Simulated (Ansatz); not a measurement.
Values for one crystal, relaxed and computed with plane-wave PAW r²SCAN (Ansatz code); other levels are named.

* **Volume per atom**: 16.52 Å³
* **Electronic character**: metallic (no gap)
* **Pressure derivative B′**: 3.6
* **Bulk modulus (Birch–Murnaghan fit)**: 112 GPa
* **Zone-centre stability**: no imaginary mode at Γ
* **Poisson's ratio**: 0.31
* **Debye temperature from the elastic constants**: 470 K

Q: Pick the material that matches.
(A) Zr6Al2Fe, P-62m (Zr on 3g, Al on 2d, Fe on 1a, Zr on 3f)
(B) TiAl, P-6m2 (Ti on 1a, Al on 1d)
(C) AlRh, CsCl type
(D) TiRe, CsCl type

A: B, TiAl, P-6m2 (Ti on 1a, Al on 1d)

The first step of the workflow began from a Materials Project structure, measured or hypothetical; the Crystallography Open Database copy checked does not list it. With Ti and Al taken as one species the cell has the higher symmetry P6_3/mmc, so it may be an ordered model of a mixed-site phase. It is not the phase usual at ambient conditions (space group No. 123). Symmetry was held in the r²SCAN relaxation. The run is not spin-polarised. As this level gives no gap, shear constants depend on the k-mesh and smearing (Fermi–Dirac, 0.1 eV here).

Potentials: the later of the program's two PAW sets.
